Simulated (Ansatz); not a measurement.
Here is the system:

ZrIr:
```yaml
crystal:
  lattice:
    - [3.07900, 0.00000, 0.00000]
    - [0.00000, 3.07900, 0.00000]
    - [0.00000, 0.00000, 3.64354]
  atoms:
    - { symbol: Zr, position: [0.50000, 0.50000, 0.50000] }
    - { symbol: Ir, position: [0.00000, 0.00000, 0.00000] }
```

This is the PBEsol-relaxed structure. Cartesian axes are those of the cell as given.

Task: All from the program Ansatz at the PBEsol level (PAW), unless another level is named. Give the Hill bulk and shear moduli.

Result: 209 and 54.6 GPa.

Task: Next, the elastic constants (relaxed ions, GPa)?

Result: C11 = 267, C12 = 160, C13 = 181, C33 = 319, C44 = 56.6, C66 = 50.7.

Space group P4/mmm (L1₀ or tetragonal B2). The workflow started from a Materials Project entry (that database holds measured and hypothetical structures alike); the Crystallography Open Database copy checked does not list it. COD files the formula under space group No. 221, so this cell is another polymorph or a model. With Zr and Ir taken as one species the cell has the higher symmetry I4/mmm, so it may be an ordered model of a mixed-site phase. Whether it is the stable phase at ambient conditions was not checked. The cell was relaxed with PBEsol under the symmetry of its start; of distortions, only those at the zone centre were tested. No spin polarisation was allowed. As this level gives no gap, shear constants depend on the k-mesh and smearing (Fermi–Dirac, 0.1 eV here). On the denser mesh and wider smearing of the elastic run this cell carries a stress of 0.4 GPa. Scalar-relativistic: spin–orbit coupling is off unless named, which matters more the heavier the elements.

Potentials: the later of the program's two PAW sets.
